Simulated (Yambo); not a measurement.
**Cs2KYF6: lowest vertical excitons**

```
CELL_PARAMETERS angstrom
      0.00000     4.81064     4.81064
      4.81064     0.00000     4.81064
      4.81064     4.81064     0.00000
ATOMIC_POSITIONS crystal
  F  0.77180 0.22820 0.22820
  F  0.22820 0.77180 0.77180
  F  0.22820 0.77180 0.22820
  F  0.77180 0.22820 0.77180
  F  0.22820 0.22820 0.77180
  F  0.77180 0.77180 0.22820
  K  0.50000 0.50000 0.50000
  Y  0.00000 0.00000 0.00000
  Cs 0.75000 0.75000 0.75000
  Cs 0.25000 0.25000 0.25000
```

The geometry is that of Materials Project entry mp-6059, symmetrised and not relaxed again.

BSE in Yambo on PBEsol (Quantum ESPRESSO, PseudoDojo norm-conserving, 84 Ry, without SOC) bands: 4×4×4 mesh, 18 valence and 12 conduction bands, static screening with 122 bands and a 3 Ry block, scissor 3.35 eV, Tamm-Dancoff; field along x.

```json
[
 {"state": "1", "energy (eV)": "8.33", "states within 2 meV": "3", "relative strength": "< 0.01", "class": "weak", "main transitions": "several band pairs"},
 {"state": "2", "energy (eV)": "8.47", "states within 2 meV": "1", "relative strength": "< 0.01", "class": "dark", "main transitions": "several band pairs"},
 {"state": "3", "energy (eV)": "8.48", "states within 2 meV": "3", "relative strength": "< 0.01", "class": "dark", "main transitions": "several band pairs"},
 {"state": "4", "energy (eV)": "8.55", "states within 2 meV": "3", "relative strength": "1.00", "class": "strong", "main transitions": "several band pairs"},
 {"state": "5", "energy (eV)": "8.59", "states within 2 meV": "6", "relative strength": "0.01", "class": "weak", "main transitions": "several band pairs"},
 {"state": "6", "energy (eV)": "8.61", "states within 2 meV": "3", "relative strength": "< 0.01", "class": "dark", "main transitions": "several band pairs"}
]
```

These are vertical excitations (zero momentum). The direct quasiparticle gap on this mesh is 9.68 eV; counted from there, state 1 is bound by 1.35 eV. Convergence with the mesh was not shown.

Spin singlets only. Strengths are relative to the strongest of the lowest states of this run; strong means a line over 3 % of the spectrum's maximum, dark under 0.03 %. Absolute energies carry the error of the G0W0 scissor, whose convergence isn't established.
